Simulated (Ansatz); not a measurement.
Sb: electron density at the nuclei under pressure

```xyz
1
Lattice="-1.5050 1.5050 2.4800 1.5050 -1.5050 2.4800 1.5050 1.5050 -2.4800" Properties=species:S:1:pos:R:3 pbc="T T T"
Sb    0.0000    0.0000    0.0000
```

The cell comes from COD entry 9013010, which wasn't checked; take it as a given geometry.

No spin–orbit coupling, which matters for the heavy atoms here.

Computed with DFT, PBEsol, all-electron PAW with datasets made for the crystal, scalar-relativistic in Ansatz 0.2.0.

Numerical set-up: a Γ-centred 19×19×19 k mesh, Fermi–Dirac smearing of 0.05 eV, cutoff 180 eV (chosen by the program for this cell), no spin polarisation.

The contact density is the mean electron density over the nuclear volume; its changes set Mössbauer isomer shifts. Changes below are taken from the unscaled cell, where it is 1.34808e+06 e/Å³ at Sb.

Volumes at which the program chose other datasets or cutoffs are left out.

The datasets are made afresh for each cell, so very small changes are uncertain. Scalar relativity leaves out the p1/2 density at heavy nuclei.

Task: Does compression raise or lower the contact density at Sb?

Result: It lowers it, by 2.72 e/Å³ over the whole range.

Task: Tabulate the changes with volume.

Result: 
| V/V(cell) | P (GPa) | Δρ(0) Sb (e/Å³) |
| --- | --- | --- |
| 1.0000 | 15.1 | 0.00 |
| 1.0100 | 13.9 | 0.42 |
| 1.0200 | 12.7 | 0.86 |
| 1.0400 | 10.4 | 1.77 |
| 1.0500 | 9.4 | 2.24 |
| 1.0600 | 8.4 | 2.72 |
